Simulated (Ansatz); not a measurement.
SnPd in space group Pnma (No. 62; Sn on 4c, Pd on 4c), plane-wave PAW PBEsol (Ansatz code), all energies at zero smearing, with the estimated change up to a 700 eV cutoff added, with one set of potentials and settings (totals compare only within such a set). Cell of 8 atoms (4 Sn, 4 Pd): -51430.246 eV.

```tsv
element	reference phase	E (eV/atom)
Sn	I4_1/amd, 2 atoms in the cell	-5949.7830
Pd	Fm-3m, 1 atoms in the cell	-6906.6520
```

Formation energy per atom, worked out: (-51430.246 − 4×(-5949.7830) − 4×(-6906.6520))/8 = -0.563 eV/atom (-54 kJ per mol of atoms), at 0 K, without zero-point energy or fitted corrections.

The workflow started from a Materials Project entry (that database holds measured and hypothetical structures alike); the Crystallography Open Database files this formula in space group No. 62, but the cells were not matched. Whether it is the stable phase at ambient conditions was not checked. Symmetry was held in the PBEsol relaxation; its stability against distortions is not shown here. No spin polarisation was allowed. The references are the lowest solids computed at this level, not always the standard phases. Scalar-relativistic: spin–orbit coupling is off unless named, which matters more the heavier the elements.

Potentials: the later of the program's two PAW sets.
